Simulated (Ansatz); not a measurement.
Os:
```xyz
2
Lattice="0.0000 2.7779 2.7779 2.7779 0.0000 2.7779 2.7779 2.7779 0.0000" Properties=species:S:1:pos:R:3 pbc="T T T"
Os     0.0000     0.0000     0.0000
Os     1.3889     1.3889     1.3889
```

This is the PBE-relaxed structure.

Task: All from PBE in the plane-wave PAW code Ansatz, unless another level is named. Estimate the density of states at the Fermi level.

Result: 0.80 states/eV per atom (mean over ±0.08 eV).

Task: Next, the gap with spin–orbit coupling?

Result: none (metallic).

Space group Fd-3m (diamond). The start of the workflow was typed in or built on a structure type; neither database checked (COD, Materials Project) lists it. It is not the phase usual at ambient conditions (space group No. 194). The cell was relaxed with PBE under the symmetry of its start; its stability against distortions is not shown here. No spin polarisation was allowed. Spin–orbit coupling is left out wherever it is not named.

Potentials: the earlier of the program's two PAW sets.
